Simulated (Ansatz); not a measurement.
# How much does the functional matter for the cell of GePt?

The starting cell is an entry of the Crystallography Open Database (1973):

```xyz
8
Lattice="5.7190 0.0000 0.0000 0.0000 3.6970 0.0000 0.0000 0.0000 6.0840" Properties=species:S:1:pos:R:3 pbc="T T T"
Ge    1.0580    0.9243    3.5896
Ge    1.8015    2.7728    0.5476
Ge    3.9175    0.9243    5.5364
Ge    4.6610    2.7728    2.4944
Pt    5.7161    0.9243    1.1608
Pt    2.8624    2.7728    4.2028
Pt    2.8566    0.9243    1.8812
Pt    0.0029    2.7728    4.9232
```

Atoms and cell were relaxed at zero pressure with plane-wave PAW DFT (Ansatz 0.2.0; one set of PAW datasets, made under PBE, for all functionals; 420 eV, r2SCAN 500 eV; 5×8×5 Γ-centred mesh, fermi-dirac occupations of width 0.100 eV; no spin polarisation, no spin-orbit coupling, no dispersion correction), keeping the symmetry (Pnma, No. 62).

Q: What cells and energies do LDA, PBEsol, PBE, r2SCAN give?

A: The relaxed conventional cells:

```json
{"functional": "LDA", "a (Å)": "5.694", "b (Å)": "3.693", "c (Å)": "6.032", "volume (Å³/atom)": "15.85", "formation energy (eV/atom)": "-0.505"}
{"functional": "PBEsol", "a (Å)": "5.729", "b (Å)": "3.719", "c (Å)": "6.075", "volume (Å³/atom)": "16.18", "formation energy (eV/atom)": "-0.506"}
{"functional": "PBE", "a (Å)": "5.814", "b (Å)": "3.766", "c (Å)": "6.171", "volume (Å³/atom)": "16.89", "formation energy (eV/atom)": "-0.465"}
{"functional": "r2SCAN", "a (Å)": "5.765", "b (Å)": "3.723", "c (Å)": "6.121", "volume (Å³/atom)": "16.42", "formation energy (eV/atom)": "-0.467"}
{"functional": "the entry", "a (Å)": "5.719", "b (Å)": "3.697", "c (Å)": "6.084", "volume (Å³/atom)": "16.08", "formation energy (eV/atom)": "–"}
```

LDA gives the smallest volume and PBE the largest, 6.5 % more, the usual order, since LDA overbinds and PBE's gradient terms loosen the lattice. Against the entry's volume: LDA -1.4 %, PBEsol +0.6 %, PBE +5.0 %, r2SCAN +2.1 %; PBEsol comes nearest. The formation energies span 0.04 eV an atom.

Caveats: each relaxation keeps the start's symmetry, so a distorted cell may lie lower; computed cells are at 0 K with fixed nuclei, while the entry holds thermal expansion, often some tenths of a per cent in volume and more in soft crystals; no spin-orbit coupling, which moves formation energies of heavy elements; formation energies are at zero smearing against the elements' usual phases under the same functional, gases as free molecules, uncorrected.
